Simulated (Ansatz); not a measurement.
## Sb: computed DOS

```cif
data_structure
_symmetry_space_group_name_H-M 'Fm-3m'
_symmetry_Int_Tables_number 225
_cell_length_a 4.6100
_cell_length_b 4.6100
_cell_length_c 4.6100
_cell_angle_alpha 90.000
_cell_angle_beta 90.000
_cell_angle_gamma 90.000
_cell_volume 97.97
loop_
_atom_site_label
_atom_site_type_symbol
_atom_site_symmetry_multiplicity
_atom_site_Wyckoff_symbol
_atom_site_fract_x
_atom_site_fract_y
_atom_site_fract_z
_atom_site_occupancy
Sb1 Sb 4 a 0.00000 0.00000 0.00000 1
```

The runs use the primitive cell with vectors (0.000, 2.305, 2.305), (2.305, 0.000, 2.305), (2.305, 2.305, 0.000) Å, to which the k mesh refers.

The cell comes from COD entry 9013009, which wasn't checked; take it as a given geometry.

Spin–orbit coupling is left out, though it moves levels of the heavy atoms by tenths of an eV or more.

All numbers below come from Ansatz 0.2.0, DFT, PBEsol, all-electron LAPW, scalar-relativistic.

The runs use a Γ-centred 12×12×12 k mesh, Fermi–Dirac smearing of 0.05 eV, basis error target 1 meV/atom, no spin polarisation.

States per eV and cell, averaged over 0.4 eV, from -9.8 to 4.0 eV, with energies (bin centres) from the Fermi level; empty bins are left out. 

| E (eV) | total |
| --- | --- |
| -9.7 | 0.45 |
| -9.3 | 0.51 |
| -8.9 | 0.49 |
| -8.5 | 0.44 |
| -8.1 | 0.44 |
| -7.7 | 0.45 |
| -7.3 | 0.04 |
| -6.5 | 0.00 |
| -6.1 | 0.11 |
| -5.7 | 0.19 |
| -5.3 | 0.30 |
| -4.9 | 0.47 |
| -4.5 | 0.78 |
| -4.1 | 0.65 |
| -3.7 | 0.42 |
| -3.3 | 0.43 |
| -2.9 | 0.50 |
| -2.5 | 0.49 |
| -2.1 | 0.53 |
| -1.7 | 0.49 |
| -1.3 | 0.51 |
| -0.9 | 0.57 |
| -0.5 | 0.61 |
| -0.1 | 0.67 |
| 0.3 | 0.74 |
| 0.7 | 0.75 |
| 1.1 | 0.72 |
| 1.5 | 0.66 |
| 1.9 | 0.65 |
| 2.3 | 0.61 |
| 2.7 | 0.58 |
| 3.1 | 0.58 |
| 3.5 | 0.53 |
| 3.9 | 0.46 |
